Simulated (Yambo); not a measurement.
G0W0@PBEsol for Ba₂WZnO₆ (space group Fm-3m, No. 225) in Yambo. Reference settings: 2×2×2 Γ-centred k mesh, bands 6 to 222 and a 7 Ry block in the screening, 222 bands in G with the Bruneval-Gonze terminator, plasmon pole fitted at 27.2 eV. The PBEsol gap Γ → X on this mesh is 2.88 eV; G0W0 gaps are taken between the same points.

The settings were changed. The gap went from 4.44 eV to 4.67 eV, and the shift of the valence edge from -0.39 eV to 0.36 eV.

Task: What was changed between the two runs?
(A) 97 bands in W, 97 bands in G
(B) 97 bands in G, no terminator
(C) pole fitted at 10 eV
(D) no random integration

Result: B, 97 bands in G, no terminator. The others gave (gap, valence shift): no random integration: 4.37, -0.12 eV; pole fitted at 10 eV: 4.39, -0.28 eV; 97 bands in W, 97 bands in G: 4.63, -0.18 eV.

Spin-orbit coupling is not included.

Geometry of the Materials Project entry, not relaxed at this level; primitive cell a = b = c = 5.8411 Å, α = β = γ = 60.00°.

A shift is the quasiparticle energy of the state minus its PBEsol energy.
